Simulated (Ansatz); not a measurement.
Starting cell, Nb (bcc, W type):

```
Nb
1.0
   -3.30269     3.30269     3.30269
    1.65135    -1.65135     1.65135
    1.65135     1.65135    -1.65135
Nb
2
Direct
  0.00000   0.00000   0.00000
  0.50000   0.00000   0.00000
```

The atoms are displaced by Q × the pattern below (from a DFPT mode at N = (0.5, 0.0, 0.0), largest move 1; Q in Å), at fixed cell. (q is in reciprocal vectors of the primitive cell; the cell shown is doubled to hold the pattern.)

```json
[
 {"atom": "Nb1", "x": "0.000", "y": "-0.707", "z": "-0.707"},
 {"atom": "Nb2", "x": "0.000", "y": "0.707", "z": "0.707"}
]
```

Level of theory: r2SCAN (plane waves to 500 eV, PAW, scalar-relativistic; Ansatz, a first-principles code). k mesh 10×20×20 (Γ-centred), Fermi-Dirac smearing 0.05 eV. Energies are smeared free energies. With partly filled bands, energies and forces of such displacements shift with the k mesh and the smearing. Nb is run without spin polarisation. Nb was relaxed with its symmetry unable to fall. The zero of ΔE is the undisplaced structure. The last digit holds for this mesh only.

```
Q (Å)   ΔE (meV/cell)
------  -------------
-0.180       withheld
-0.150          285.8
-0.120          176.0
-0.090           95.1
-0.060           40.1
-0.030            9.5
0.000             0.0
0.030             9.5
0.060            40.1
0.090            95.1
0.120           176.0
0.150           285.8
0.180        withheld
```

Question: Fit an even polynomial form (powers 2, 4, 6) to the given rows and predict ΔE at Q = 0.180.

Answer: Least squares on the 11 given rows: ΔE = (10770)·Q² + (129500)·Q⁴ + (-1947000)·Q⁶, in meV/cell with Q in Å; root-mean-square residual 0.25 meV/cell. At 0.180 the fit gives 418.7 meV/cell; the calculation gives 428.7 meV/cell, so the extrapolation is off by -10.0 (-2.3 %). The quadratic term alone would give 348.9 meV/cell.

(A displaced cell: forces are minus the slopes of the energy, force constants its curvatures, and phonons follow from these.)
